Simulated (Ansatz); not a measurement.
RbCaZrF7 — ⁴³Ca NMR of the central transition

Cell: a computed structure from the Materials Project (it need not be an observed phase).

Space group Cmcm (No. 63); a = 6.9919, b = 11.3664, c = 8.6623 Å.

| site | Wyckoff | site symmetry | x | y | z |
| --- | --- | --- | --- | --- | --- |
| Rb | 4a | 2/m.. | 0.0000 | 0.0000 | 0.5000 |
| Ca | 4c | m2m | 0.5000 | 0.1906 | 0.7500 |
| Zr | 4c | m2m | 0.5000 | 0.8072 | 0.7500 |
| F7 | 4c | m2m | 0.5000 | 0.9897 | 0.7500 |
| F9 | 8f | m.. | 0.5000 | 0.8000 | 0.5129 |
| F13 | 8g | ..m | 0.1752 | 0.1532 | 0.7500 |
| F17 | 8g | ..m | 0.7936 | 0.8575 | 0.7500 |

One atom of each set is listed; the run and its k-mesh use a cell of 20 atoms with edges of 6.67, 6.67, 8.66 Å.

Method: Kohn–Sham DFT in Ansatz, PBE, plane waves and PAW, scalar-relativistic, 420 eV cutoff, Γ-centred 4×4×3 k-points, Fermi–Dirac smearing 0.02 eV.

⁴³Ca has I = 7/2 and Q = -40.80 mb (Pyykkö 2018); at 14.1 T its Larmor frequency is ν₀ = 40.5 MHz. Only the quadrupole interaction is simulated: positions count from each site's isotropic chemical shift, and J coupling is left out, as are shift anisotropy and dipolar coupling, which fast spinning averages.

Problem. What does the ⁴³Ca spectrum (fast magic-angle spinning) show for each site?

Solution. 

```tsv
site	first shell	C_Q (MHz)	η	P_Q (MHz)	δ_QIS (ppm)	breadth (kHz)
Ca	7 F at 2.28–2.38 Å	1.42	0.44	1.47	-3.35	0.315
```

δ_QIS = −(ν_Q²/30ν₀²)[I(I+1) − 3/4](1 + η²/3) × 10⁶ ppm with ν_Q = 3|C_Q|/[2I(2I−1)]; it falls as 1/B₀² in ppm, and the breadth as 1/B₀ in kHz.

The largest force is 0.3 eV/Å, so the atoms aren't at the calculated equilibrium and relaxing them would move these values.
